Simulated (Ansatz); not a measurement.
V2SiB2 in space group Cmmm (No. 65; Si on 2a, V on 4j, B on 4i), plane-wave PAW r²SCAN (Ansatz code), all energies at zero smearing, with the estimated change up to a 700 eV cutoff added, with one set of potentials and settings (totals compare only within such a set). Cell of 5 atoms (1 Si, 2 V, 2 B): -6789.228 eV.

```
element             reference phase  E (eV/atom)
-------  --------------------------  -----------
Si       Fd-3m, 2 atoms in the cell    -639.0665
V        Im-3m, 1 atoms in the cell   -2917.0517
B        R-3m, 12 atoms in the cell    -156.5545
```

Formation energy per atom, worked out: (-6789.228 − 1×(-639.0665) − 2×(-2917.0517) − 2×(-156.5545))/5 = -0.590 eV/atom (-57 kJ per mol of atoms), at 0 K, without zero-point energy or fitted corrections.

The start of the workflow was typed in or built on a structure type; neither database checked (COD, Materials Project) lists it. Whether it is the stable phase at ambient conditions was not checked. The cell was relaxed with r²SCAN under the symmetry of its start; whether a distortion lowers the energy is not shown. Magnetic state: ferromagnetic, the only order run, not a proven ground state. Other orbital occupations within this spin state were not tried. The references are the lowest solids computed at this level, not always the standard phases.

Potentials: the earlier of the program's two PAW sets. The files were generated under PBE; for other functionals the program regenerates the frozen cores, and for LDA and PBEsol the local potential too.
